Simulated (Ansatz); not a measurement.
Input:

MgCu3H:
```yaml
crystal:
  lattice:
    - [3.79618, 0.00000, 0.00000]
    - [0.00000, 3.79618, 0.00000]
    - [0.00000, 0.00000, 3.79618]
  atoms:
    - { symbol: Mg, position: [0.00000, 0.00000, 0.00000] }
    - { symbol: Cu, position: [0.50000, 0.50000, 0.00000] }
    - { symbol: Cu, position: [0.50000, 0.00000, 0.50000] }
    - { symbol: Cu, position: [0.00000, 0.50000, 0.50000] }
    - { symbol: H, position: [0.50000, 0.50000, 0.50000] }
```

This is the r²SCAN-relaxed structure.

Q: All from DFT-r²SCAN in the program Ansatz with PAW potentials, unless another level is named. Predict the bulk modulus (Birch–Murnaghan fit).

A: 114 GPa.

Q: What about the elastic constants (relaxed ions, GPa)?

A: C11 = 142, C12 = 100, C44 = 70.4.

Space group Pm-3m (anti-perovskite). The start of the workflow was typed in or built on a structure type; neither database checked (COD, Materials Project) lists it. Whether it is the stable phase at ambient conditions was not checked. Symmetry was held in the r²SCAN relaxation; its stability against distortions is not shown here. The run is not spin-polarised. As this level gives no gap, shear constants depend on the k-mesh and smearing (Fermi–Dirac, 0.1 eV here).

Potentials: the earlier of the program's two PAW sets.
